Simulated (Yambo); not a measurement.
## Optical response of AlP at -3 % isotropic strain

```
AlP
1.0
    0.00000     2.65284     2.65284
    2.65284     0.00000     2.65284
    2.65284     2.65284     0.00000
Al P
1 1
Direct
  0.00000   0.00000   0.00000
  0.25000   0.25000   0.25000
```

Yambo, RPA with local fields on PBEsol bands shifted by a G0W0 scissor of 1.10 eV; 16×16×16 mesh, 26 bands, 4 Ry local-field block, 0.2 eV broadening; field along x.

| E (eV) | Im ε | Re ε | Im ε, independent particles |
|---|---|---|---|
| 0.0 | 0.00 | 6.69 | 0.00 |
| 0.6 | 0.04 | 6.75 | 0.04 |
| 1.2 | 0.08 | 6.92 | 0.09 |
| 1.9 | 0.13 | 7.24 | 0.16 |
| 2.5 | 0.21 | 7.75 | 0.26 |
| 3.1 | 0.34 | 8.58 | 0.43 |
| 3.8 | 0.62 | 10.0 | 0.79 |
| 4.4 | 1.53 | 12.9 | 1.95 |
| 5.0 | 7.73 | 17.9 | 10.1 |
| 5.6 | 20.7 | 12.1 | 27.5 |
| 6.2 | 14.7 | -1.66 | 17.2 |
| 6.9 | 11.9 | -3.40 | 13.4 |
| 7.5 | 8.73 | -4.28 | 9.08 |
| 8.1 | 6.11 | -3.90 | 6.27 |
| 8.8 | 4.34 | -3.22 | 4.21 |
| 9.4 | 3.66 | -2.84 | 3.40 |
| 10.0 | 2.54 | -2.60 | 2.25 |
| 10.6 | 2.36 | -2.29 | 1.87 |
| 11.2 | 1.80 | -1.91 | 1.45 |
| 11.9 | 1.43 | -1.73 | 1.02 |
| 12.5 | 1.21 | -1.38 | 0.88 |
| 13.1 | 0.93 | -1.31 | 0.61 |
| 13.8 | 0.75 | -0.95 | 0.54 |
| 14.4 | 0.71 | -0.80 | 0.48 |
| 15.0 | 0.51 | -0.73 | 0.32 |
| 15.6 | 0.41 | -0.46 | 0.30 |
| 16.2 | 0.40 | -0.38 | 0.27 |
| 16.9 | 0.34 | -0.21 | 0.25 |
| 17.5 | 0.33 | -0.12 | 0.23 |
| 18.1 | 0.32 | -0.04 | 0.19 |
| 18.8 | 0.32 | 0.00 | 0.16 |
| 19.4 | 0.25 | 0.04 | 0.12 |
| 20.0 | 0.25 | 0.12 | 0.12 |

Peak heights and small wiggles depend on the k mesh. Convergence of the RPA response with its 16×16×16 mesh was not tested. The scissor comes from a G0W0 run whose convergence isn't established. No excitonic effects at this level.

Geometry strained from the cell relaxed with PBEsol, atoms relaxed again.
